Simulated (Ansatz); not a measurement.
Cu Kα1 powder pattern (kinematic, no thermal factors).
| 2θ (°) | relative intensity |
| --- | --- |
| 13.19 | 78 |
| 16.09 | 62 |
| 20.86 | 2 |
| 20.99 | 10 |
| 26.45 | 65 |
| 26.56 | 1 |
| 28.05 | 57 |
| 28.36 | 100 |
| 31.20 | 40 |
| 32.50 | 73 |
| 32.77 | 19 |
| 35.21 | 25 |
| 38.93 | 16 |
| 39.01 | 21 |
| 39.32 | 8 |
| 40.31 | 41 |
| 42.38 | 35 |
| 42.45 | 9 |
| 42.74 | 2 |
| 43.45 | 2 |
| 43.66 | 57 |
| 45.67 | 15 |
| 45.95 | 13 |
| 48.67 | 21 |
| 49.63 | 9 |
| 51.59 | 2 |
| 51.65 | 17 |
| 51.90 | 6 |
| 52.08 | 1 |
| 52.70 | 3 |
| 54.40 | 3 |
| 54.46 | 3 |
| 54.70 | 7 |
| 54.88 | 6 |
| 57.17 | 5 |
| 57.40 | 19 |
| 58.15 | 10 |
| 58.66 | 9 |
| 59.74 | 2 |
| 60.19 | 5 |
| 60.59 | 8 |
| 61.26 | 2 |
| 62.36 | 2 |
| 62.58 | 8 |
| 62.75 | 2 |
| 65.24 | 2 |
| 65.78 | 1 |
| 66.26 | 9 |
| 68.22 | 11 |
| 68.69 | 12 |
| 69.68 | 8 |
| 70.09 | 5 |
| 70.51 | 2 |
| 72.05 | 20 |
| 72.11 | 10 |
| 72.46 | 2 |
| 72.87 | 1 |
| 74.45 | 18 |
| 74.80 | 3 |
| 75.16 | 2 |
| 75.20 | 2 |
| 75.76 | 1 |
| 79.75 | 2 |
| 79.80 | 1 |
| 80.34 | 3 |
| 81.53 | 4 |
| 82.07 | 2 |
| 82.17 | 3 |
| 83.79 | 12 |
| 84.33 | 8 |
| 86.68 | 3 |
| 87.12 | 1 |
| 88.05 | 2 |
| 88.44 | 7 |
| 88.78 | 3 |
| 88.83 | 2 |
| 89.36 | 5 |

The pattern is computed from a structure relaxed with DFT PBE, scalar-relativistic, plane waves, PAW in Ansatz 0.2.0. No spin polarisation. Its elements are Ca, Cl.

**Question.** Give the structure.

**Answer.** Ca₂Cl.
Space group R-3m:H (No. 166). a = 11.012 Å, b = 11.012 Å, c = 9.435 Å, α = 90.00°, β = 90.00°, γ = 120.00°
```csv
atom,site,symmetry,x,y,z
Ca,18h,.m,0.8719,0.1281,0.3449
Cl,9e,.2/m,0.1667,0.3333,0.3333
```

A pattern alone doesn't exclude other cells with like lines; this is the one computed.

It was reached by relaxing an invented guess, and it needn't be the stable form of this composition.
